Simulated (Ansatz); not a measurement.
A trial cell of Nb4N, before relaxation:

```cif
data_structure
_symmetry_space_group_name_H-M 'P 1'
_symmetry_Int_Tables_number 1
_cell_length_a 5.0646
_cell_length_b 5.0646
_cell_length_c 5.0646
_cell_angle_alpha 109.471
_cell_angle_beta 109.471
_cell_angle_gamma 109.471
_cell_volume 100.00
loop_
_atom_site_label
_atom_site_type_symbol
_atom_site_fract_x
_atom_site_fract_y
_atom_site_fract_z
_atom_site_occupancy
Nb1 Nb 0.00000 0.00000 0.74631 1
Nb2 Nb 0.74631 0.00000 0.00000 1
Nb3 Nb 0.00000 0.74631 0.00000 1
Nb4 Nb 0.25369 0.25369 0.25369 1
N1 N 0.00000 0.00000 0.00000 1
```

Level of theory: Ansatz, DFT PBE, scalar-relativistic, plane waves, PAW. Cutoff 420 eV, Gaussian smearing, Γ-centred meshes. Cell and atoms relax first on a coarse mesh and then on a finer one. In between, the cell is made exact in the group found at 0.06 Å. In metals the finer mesh still leaves noise of several meV/atom or more. The steps can't lower the symmetry of their start. No spin polarisation.

A guess keeps its type if space group and coordination stay and the shape of the cell changes little (axis ratios within about 15 %, angles within 6°); the volume may change.

Question: Does it keep its structure type, or change into something else?

Answer: It doesn't keep its type. The symmetry stays I-43m (No. 217). The volume per atom shrinks by 18.8 %, from 20.0 to 16.2 Å³. The shortest distance goes from 1.28 Å (Nb–N) to 2.28 Å (Nb–N). Counting neighbours within 15 % of an atom's shortest distance, the start has N 4, Nb 1 and the end N 8, Nb 2. In detail, at the end Nb is surrounded by 1 N at 2.28 Å, 1 N at 2.45 Å and 6 Nb at 2.73 Å; around N lie 4 Nb at 2.28 Å and 4 Nb at 2.45 Å.

Space group I-43m (No. 217). a = 5.455 Å, b = 5.455 Å, c = 5.455 Å, α = 90.00°, β = 90.00°, γ = 90.00°
| atom | site | symmetry | x | y | z |
| --- | --- | --- | --- | --- | --- |
| Nb | 8c | .3m | 0.2591 | 0.2591 | 0.7409 |
| N | 2a | -43m | 0.0000 | 0.0000 | 0.0000 |

The last run used a 10×10×10 mesh for its 5-atom cell and Gaussian smearing of 0.10 eV. The cell is a metal run without spin; a magnetic state may lie lower. A structure relaxed within its symmetry needn't be a true minimum.
